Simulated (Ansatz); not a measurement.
Ta2O5:
```yaml
crystal:
  lattice:
    - [6.20972, 0.00000, 0.00000]
    - [0.00000, 7.32521, 0.00000]
    - [0.00000, 0.00000, 3.78839]
  atoms:
    - { symbol: Ta, position: [0.22446, 0.61908, 0.00000] }
    - { symbol: Ta, position: [0.72446, 0.88092, 0.00000] }
    - { symbol: Ta, position: [0.77554, 0.38092, 0.00000] }
    - { symbol: Ta, position: [0.27554, 0.11908, 0.00000] }
    - { symbol: O, position: [0.19858, 0.65640, 0.50000] }
    - { symbol: O, position: [0.69858, 0.84360, 0.50000] }
    - { symbol: O, position: [0.80142, 0.34360, 0.50000] }
    - { symbol: O, position: [0.30142, 0.15640, 0.50000] }
    - { symbol: O, position: [0.50000, 0.50000, 0.00000] }
    - { symbol: O, position: [0.00000, 0.00000, 0.00000] }
    - { symbol: O, position: [0.38960, 0.85983, 0.00000] }
    - { symbol: O, position: [0.88960, 0.64017, 0.00000] }
    - { symbol: O, position: [0.61040, 0.14017, 0.00000] }
    - { symbol: O, position: [0.11040, 0.35983, 0.00000] }
```

Relaxed with r²SCAN. Special points in fractions of this cell's reciprocal vectors: Γ (0.000, 0.000, 0.000); X (0.500, 0.000, 0.000); S (0.500, 0.500, 0.000); Y (0.000, 0.500, 0.000); Z (0.000, 0.000, 0.500); U (0.500, 0.000, 0.500); R (0.500, 0.500, 0.500); T (0.000, 0.500, 0.500).

Problem. List the band energies nearest the valence-band maximum at these points for r²SCAN with spin–orbit coupling (plane waves, PAW; program Ansatz).

Solution. In eV from the valence-band maximum; about four levels below and three above (degenerate sets whole), none deeper than 8.9 eV; points with the same levels are listed once.

| k | below | above |
|---|---|---|
| Γ | -0.96 -0.96 -0.81 -0.81 | 2.92 2.92 2.98 2.98 |
| X | -1.08 -1.08 -1.08 -1.08 | 2.99 2.99 2.99 2.99 |
| S | -0.98 -0.98 -0.98 -0.98 | 3.51 3.51 3.51 3.51 |
| Y | -0.88 -0.88 -0.88 -0.88 | 3.00 3.00 3.00 3.00 |
| Z | -0.55 -0.55 0.00 0.00 | 2.66 2.66 3.55 3.55 |
| U | -0.26 -0.26 -0.26 -0.26 | 3.66 3.66 3.66 3.66 |
| R | -0.49 -0.49 -0.49 -0.49 | 3.63 3.63 3.63 3.63 |
| T | -0.26 -0.26 -0.26 -0.26 | 3.86 3.86 3.86 3.86 |

Space group Pbam. The start of the workflow was typed in or built on a structure type; the Crystallography Open Database copy checked does not list it. COD files the formula under space group No. 49, so this cell is another polymorph or a model. Whether it is the stable phase at ambient conditions was not checked. The r²SCAN relaxation kept the symmetry of its start; whether a distortion lowers the energy is not shown. The run is not spin-polarised.

Potentials: the earlier of the program's two PAW sets.
